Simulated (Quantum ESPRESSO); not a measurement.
## MoCu6Ti (input and log of a self-consistent run)

Simulated, not a measurement. The program is pw.x of Quantum ESPRESSO 7.5 (plane-wave density functional theory). The cell is made up: eight metal atoms on a face-centred cubic lattice, with elements, volume, strain and displacements drawn at random and not relaxed, so it may be unstable or far from any real phase. PseudoDojo standard norm-conserving files set the functional (PBE unless stated); there is no spin polarisation or spin-orbit coupling, the Fermi-Dirac width of 0.25 eV means electrons at about 2900 K, and the masses in the input are unused placeholders. The copper pseudopotential is less sure than most, with forces differing by about three percent and pressure by about two GPa from a second method on plain copper. A spin test at this wide smearing found no moment, but such smearing suppresses magnetism that the real alloy may have.

Input:

```
&control calculation='scf', pseudo_dir='./dojo.nc.sr.pbe.v0_5.standard.upf', outdir='./o', disk_io='minimal', tprnfor=.true., tstress=.true. /
&system ibrav=0, nat=8, ntyp=3, nbnd=80, ecutwfc=92.02030273, nosym=.true., tot_charge=0,
 occupations='smearing', smearing='fd', degauss=0.0183746611
/
&electrons conv_thr=1.470e-08, electron_maxstep=70, mixing_beta=0.5 /
ATOMIC_SPECIES
Cu 1.0 Cu.upf
Mo 1.0 Mo.upf
Ti 1.0 Ti.upf
CELL_PARAMETERS angstrom
-3.7176 0.0481 0.0036
-1.8088 -3.8153 -1.8387
-1.8161 -3.8708 5.6341
ATOMIC_POSITIONS angstrom
Mo 0.0603 0.1422 0.1652
Cu -1.7794 -3.8777 1.8535
Cu -1.8555 -1.8556 -0.1087
Ti -3.6492 -5.7125 1.8782
Cu -3.6331 -3.6921 3.7332
Cu -3.5281 -3.7831 -0.2458
Cu -3.6331 -1.9925 1.7756
Cu -5.5806 -5.7078 3.873
K_POINTS automatic
7 6 4 1 1 1
```

The log is shortened where brackets say so; the opening notice, blank lines, dates and the lines on written files are dropped, and the path of the files is cut. It prints rydbergs, bohrs and kilobars, and counts compression as positive stress. Its total energy is the free energy E - TS of the whole cell.

```
     Program PWSCF v.7.5
     Parallel version (MPI & OpenMP), running on       4 processor cores
     Number of MPI processes:                 4
     Threads/MPI process:                     1
     [start-up lines left out]
     bravais-lattice index     =            0
     lattice parameter (alat)  =       7.0258  a.u.
     unit-cell volume          =     722.2259 (a.u.)^3
     number of atoms/cell      =            8
     number of atomic types    =            3
     number of electrons       =       140.00
     number of Kohn-Sham states=           80
     kinetic-energy cutoff     =      92.0203  Ry
     charge density cutoff     =     368.0812  Ry
     scf convergence threshold =      1.5E-08
     mixing beta               =       0.5000
     number of iterations used =            8  plain     mixing
     Exchange-correlation= PBE
                           (   1   4   3   4   0   0   0)
     [axes and pseudopotential details left out]
   Cartesian axes
     site n.     atom                  positions (alat units)
         1        Mo     tau(   1) = (   0.0162188   0.0382473   0.0444335  )
         2        Cu     tau(   2) = (  -0.4786019  -1.0429776   0.4985324  )
         3        Cu     tau(   3) = (  -0.4990703  -0.4990972  -0.0292368  )
         4        Ti     tau(   4) = (  -0.9815184  -1.5364803   0.5051759  )
         5        Cu     tau(   5) = (  -0.9771880  -0.9930572   1.0041117  )
         6        Cu     tau(   6) = (  -0.9489464  -1.0175333  -0.0661124  )
         7        Cu     tau(   7) = (  -0.9771880  -0.5359190   0.4775798  )
         8        Cu     tau(   8) = (  -1.5010034  -1.5352162   1.0417135  )
     number of k points=    84  Fermi-Dirac smearing, width (Ry)=  0.0184
                       cart. coord. in units 2pi/alat
        k(    1) = (  -0.0721493  -0.0567543   0.0202383), wk =   0.0238095
        k(    2) = (  -0.0727981  -0.1161766   0.1441778), wk =   0.0238095
     [further k points left out]
     Dense  grid:    86105 G-vectors     FFT dimensions: (  45,  54,  81)
     Estimated max dynamical RAM per process >     425.89 MB
     Estimated total dynamical RAM >       1.60 GB
     Initial potential from superposition of free atoms
     starting charge     139.9951, renormalised to     140.0000
     Starting wfcs are   80 randomized atomic wfcs
     total cpu time spent up to now is        7.8 secs
     per-process dynamical memory:   359.5 Mb
     Self-consistent Calculation
     iteration #  1     ecut=    92.02 Ry     beta= 0.50
     Davidson diagonalization with overlap
     ethr =  1.00E-02,  avg # of iterations =  5.5
     total cpu time spent up to now is       33.3 secs
     total energy              =   -2528.79397025 Ry
     estimated scf accuracy    <       9.36159927 Ry
     iteration #  2     ecut=    92.02 Ry     beta= 0.50
     Davidson diagonalization with overlap
     ethr =  6.69E-03,  avg # of iterations =  3.5
     total cpu time spent up to now is       56.9 secs
     total energy              =   -2533.39062121 Ry
     estimated scf accuracy    <      24.22753234 Ry
     iteration #  3     ecut=    92.02 Ry     beta= 0.50
     Davidson diagonalization with overlap
     ethr =  6.69E-03,  avg # of iterations =  2.9
     total cpu time spent up to now is       76.9 secs
     total energy              =   -2534.50618854 Ry
     estimated scf accuracy    <       4.50046509 Ry
     iteration #  4     ecut=    92.02 Ry     beta= 0.50
     Davidson diagonalization with overlap
     ethr =  3.21E-03,  avg # of iterations =  4.2
     total cpu time spent up to now is       96.5 secs
     total energy              =   -2534.53529491 Ry
     estimated scf accuracy    <       2.70821095 Ry
     iteration #  5     ecut=    92.02 Ry     beta= 0.50
     Davidson diagonalization with overlap
     ethr =  1.93E-03,  avg # of iterations =  5.0
     total cpu time spent up to now is      117.2 secs
     total energy              =   -2534.32492811 Ry
     estimated scf accuracy    <       1.15354523 Ry
     [iterations 6 to 14 left out]
     iteration # 15     ecut=    92.02 Ry     beta= 0.50
     Davidson diagonalization with overlap
     ethr =  5.27E-10,  avg # of iterations =  4.5
     total cpu time spent up to now is      303.6 secs
     total energy              =   -2534.48023112 Ry
     estimated scf accuracy    <       0.00000051 Ry
     iteration # 16     ecut=    92.02 Ry     beta= 0.50
     Davidson diagonalization with overlap
     ethr =  3.66E-10,  avg # of iterations =  2.0
     total cpu time spent up to now is      321.4 secs
     total energy              =   -2534.48023118 Ry
     estimated scf accuracy    <       0.00000008 Ry
     iteration # 17     ecut=    92.02 Ry     beta= 0.50
     Davidson diagonalization with overlap
     ethr =  5.38E-11,  avg # of iterations =  2.6
     total cpu time spent up to now is      340.8 secs
     total energy              =   -2534.48023118 Ry
     estimated scf accuracy    <       0.00000002 Ry
     iteration # 18     ecut=    92.02 Ry     beta= 0.50
     Davidson diagonalization with overlap
     ethr =  1.10E-11,  avg # of iterations =  2.0
     total cpu time spent up to now is      359.2 secs
     total energy              =   -2534.48023118 Ry
     estimated scf accuracy    <       0.00000002 Ry
     iteration # 19     ecut=    92.02 Ry     beta= 0.50
     Davidson diagonalization with overlap
     ethr =  1.10E-11,  avg # of iterations =  1.0
     total cpu time spent up to now is      375.1 secs
     End of self-consistent calculation
     [lines on levels left out]
!    total energy              =   -2534.48023118 Ry
     estimated scf accuracy    <          3.8E-09 Ry
     smearing contrib. (-TS)   =      -0.08558906 Ry
     internal energy E=F+TS    =   -2534.39464212 Ry
     The total energy is F=E-TS. E is the sum of the following terms:
     one-electron contribution =   -1419.89386265 Ry
     hartree contribution      =     785.86896482 Ry
     xc contribution           =    -317.74287130 Ry
     ewald contribution        =   -1582.62687300 Ry
     convergence has been achieved in  19 iterations
     Forces acting on atoms (cartesian axes, Ry/au):
     atom    1 type  2   force =     0.00465217   -0.05833929   -0.13095017
     atom    2 type  1   force =     0.00168875    0.00899528   -0.01177966
     atom    3 type  1   force =     0.00546242    0.03371085    0.04570795
     atom    4 type  3   force =     0.01025932    0.00289684    0.00465814
     atom    5 type  1   force =    -0.01011788   -0.02375858    0.00075999
     atom    6 type  1   force =    -0.03970330   -0.01982307    0.11552774
     atom    7 type  1   force =    -0.00422966    0.00574210   -0.00152600
     atom    8 type  1   force =     0.03198818    0.05057586   -0.02239799
     Total force =     0.210489     Total SCF correction =     0.000425
     Computing stress (Cartesian axis) and pressure
          total   stress  (Ry/bohr**3)                   (kbar)     P=       31.63
   0.00054032   0.00017054  -0.00011973           79.48       25.09      -17.61
   0.00017054  -0.00000277   0.00011141           25.09       -0.41       16.39
  -0.00011973   0.00011141   0.00010756          -17.61       16.39       15.82
     init_run     :      6.68s CPU      7.05s WALL (       1 calls)
     electrons    :    358.26s CPU    367.29s WALL (       1 calls)
     forces       :      2.78s CPU      2.79s WALL (       1 calls)
     stress       :      9.89s CPU      9.91s WALL (       1 calls)
     [timing details left out]
     PWSCF        :   6m18.36s CPU   6m27.81s WALL
     JOB DONE.
```

In other units: free energy -34483.360 eV for the cell, pressure 3.16 GPa, largest force component 3.367 eV/Å in size. The run took 390 s of wall time with four MPI processes on a shared machine (Intel Xeon, 2023 or later, virtual cores), so the time is rough. A rerun of this cell at a higher cutoff and on a denser mesh moved values by no more than 0.003 eV in energy, 0.03 GPa in stress and 0.003 eV/Å in force, and a second program with other atomic files agreed on that cell to 2 % rms in force and 0.5 GPa in pressure.